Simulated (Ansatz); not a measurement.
Relaxed-ion elastic tensor of AgW (rock salt, Fm-3m) in GPa (Voigt order), plane-wave PAW PBEsol (Ansatz code); density 13.27 g/cm³, 18.26 Å³ per atom.

```csv
,1,2,3,4,5,6
1,406,57.7,57.7,0.0,0.0,0.0
2,57.7,406,57.7,0.0,0.0,0.0
3,57.7,57.7,406,0.0,0.0,0.0
4,0.0,0.0,0.0,-18.9,0.0,0.0
5,0.0,0.0,0.0,0.0,-18.9,0.0
6,0.0,0.0,0.0,0.0,0.0,-18.9
```

Question: Is the crystal mechanically stable?

Answer: No: the smallest eigenvalue of C is -18.9 GPa.

The start of the workflow was typed in or built on a structure type; neither database checked (COD, Materials Project) lists it. Whether it is the stable phase at ambient conditions was not checked. The cell was relaxed with PBEsol under the symmetry of its start. At this level the phase is mechanically unstable. The run is not spin-polarised. Its formation energy is positive at this level, so the cell may be metastable or incomplete. As this level gives no gap, shear constants depend on the k-mesh and smearing (Fermi–Dirac, 0.1 eV here). Scalar-relativistic: spin–orbit coupling is off unless named, which matters more the heavier the elements.

Potentials: the later of the program's two PAW sets.
